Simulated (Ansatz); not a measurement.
SiGe in space group Pmma (No. 51; Si on 2e, Ge on 2f), DFT-PBE in the program Ansatz with PAW potentials, all energies at zero smearing, with the estimated change up to a 700 eV cutoff added, with one set of potentials and settings (totals compare only within such a set). Cell of 4 atoms (2 Si, 2 Ge): -9861.524 eV.

```csv
element,reference phase,E (eV/atom)
Si,"Fd-3m, 2 atoms in the cell",-635.8114
Ge,"Fd-3m, 2 atoms in the cell",-4294.9907
```

Formation energy per atom, worked out: (-9861.524 − 2×(-635.8114) − 2×(-4294.9907))/4 = 0.020 eV/atom (2 kJ per mol of atoms), at 0 K, without zero-point energy or fitted corrections.

The start of the workflow was typed in or built on a structure type; neither database checked (COD, Materials Project) lists it. Whether it is the stable phase at ambient conditions was not checked. Symmetry was held in the PBE relaxation; its stability against distortions is not shown here. The references are the lowest solids computed at this level, not always the standard phases.

Potentials: the earlier of the program's two PAW sets.
